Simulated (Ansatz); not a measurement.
NaH:
Space group Fm-3m (No. 225); a = b = c = 4.7914 Å, α = β = γ = 90.00°

```csv
atom,site,symmetry,x,y,z
Na,4a,m-3m,0.0000,0.0000,0.0000
H,4b,m-3m,0.5000,0.5000,0.5000
```
(The calculation used a cell of 2 atoms; values per cell refer to that cell.)

Relaxed with PBEsol.

### Question
Which orbitals make up the states near the band edges in PBEsol in the plane-wave PAW code Ansatz?

### Answer
Top 1 eV of the valence band: H 1s 91 %, Na 3s 6 %. Bottom 1 eV of the conduction band: Na 3s 81 %, outside the projected shells 15 %. Projections are on Löwdin-orthogonalised atomic valence shells; empty p or d shells of many metals are not among them.

### Question
Tabulate the density of states.

### Answer
States/eV per cell of 2 atoms, in 0.25 eV bins, energy from the valence-band maximum.

| E (eV) | total | H 1s | Na 3s |
|---|---|---|---|
| -3.97 | 0.00 | 0.00 | 0.00 |
| -3.72 | 0.04 | 0.01 | 0.02 |
| -3.47 | 0.12 | 0.04 | 0.07 |
| -3.22 | 0.17 | 0.07 | 0.10 |
| -2.97 | 0.21 | 0.09 | 0.12 |
| -2.72 | 0.25 | 0.12 | 0.13 |
| -2.47 | 0.30 | 0.15 | 0.14 |
| -2.22 | 0.34 | 0.19 | 0.15 |
| -1.97 | 0.39 | 0.23 | 0.15 |
| -1.72 | 0.45 | 0.29 | 0.15 |
| -1.47 | 0.53 | 0.37 | 0.15 |
| -1.22 | 0.65 | 0.49 | 0.14 |
| -0.97 | 0.90 | 0.76 | 0.13 |
| -0.72 | 1.05 | 0.93 | 0.09 |
| -0.47 | 1.11 | 1.02 | 0.06 |
| -0.22 | 1.35 | 1.28 | 0.04 |
| 0.03 | 0.14 | 0.14 | 0.00 |
| 0.28 | 0.00 | 0.00 | 0.00 |
| 0.53 | 0.00 | 0.00 | 0.00 |
| 0.78 | 0.00 | 0.00 | 0.00 |
| 1.03 | 0.00 | 0.00 | 0.00 |
| 1.28 | 0.00 | 0.00 | 0.00 |
| 1.53 | 0.00 | 0.00 | 0.00 |
| 1.78 | 0.00 | 0.00 | 0.00 |
| 2.03 | 0.00 | 0.00 | 0.00 |
| 2.28 | 0.00 | 0.00 | 0.00 |
| 2.53 | 0.00 | 0.00 | 0.00 |
| 2.78 | 0.00 | 0.00 | 0.00 |
| 3.03 | 0.00 | 0.00 | 0.00 |
| 3.28 | 0.00 | 0.00 | 0.00 |
| 3.53 | 0.00 | 0.00 | 0.00 |
| 3.78 | 0.12 | 0.00 | 0.11 |
| 4.03 | 0.24 | 0.01 | 0.21 |
| 4.28 | 0.33 | 0.02 | 0.27 |
| 4.53 | 0.49 | 0.03 | 0.34 |
| 4.78 | 0.81 | 0.04 | 0.44 |
| 5.03 | 1.32 | 0.08 | 0.67 |
| 5.28 | 1.31 | 0.11 | 0.70 |
| 5.53 | 0.75 | 0.10 | 0.41 |
| 5.78 | 0.42 | 0.09 | 0.23 |
| 6.03 | 0.48 | 0.09 | 0.20 |
| 6.28 | 0.62 | 0.08 | 0.19 |
| 6.53 | 0.62 | 0.08 | 0.16 |
| 6.78 | 0.63 | 0.07 | 0.13 |
| 7.03 | 0.62 | 0.07 | 0.11 |
| 7.28 | 0.61 | 0.07 | 0.09 |
| 7.53 | 0.59 | 0.06 | 0.08 |
| 7.78 | 0.58 | 0.06 | 0.07 |
| 8.03 | 0.57 | 0.06 | 0.06 |
| 8.28 | 0.54 | 0.05 | 0.05 |

The cell was relaxed with PBEsol under the symmetry of its start; of distortions, only those at the zone centre were tested.

Potentials: the later of the program's two PAW sets.
